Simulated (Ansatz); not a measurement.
ScPt3 (Cu3Au type, Pm-3m) at seven volumes, plane-wave PAW LDA (Ansatz code), scaled uniformly. One row is withheld.

```tsv
V (Å³/atom)	P (GPa)
13.720	29.23
14.172	17.68
14.625	8.04
15.077	0.00
15.529	-6.70
15.982	?
16.434	-16.92
```

Task: Fit the shown pressures and predict the withheld one.

Result: Third-order Birch–Murnaghan: P = (3/2)B₀(x^(7/2) − x^(5/2))[1 + (3/4)(B′ − 4)(x − 1)] with x = (V₀/V)^(2/3). Least squares on the six rows gives V₀ = 15.077 Å³/atom, B₀ = 244.1 GPa, B′ = 5.05. At V = 15.982, x = 0.9619 and P = -12.28 GPa. The run itself gave -12.28 GPa.

The first step of the workflow began from a Materials Project structure, measured or hypothetical; the Crystallography Open Database files this formula in space group No. 221, but the cells were not matched. Whether it is the stable phase at ambient conditions was not checked. Symmetry was held in the LDA relaxation; whether a distortion lowers the energy is not shown. The run is not spin-polarised. Spin–orbit coupling is left out wherever it is not named.

Potentials: the later of the program's two PAW sets.
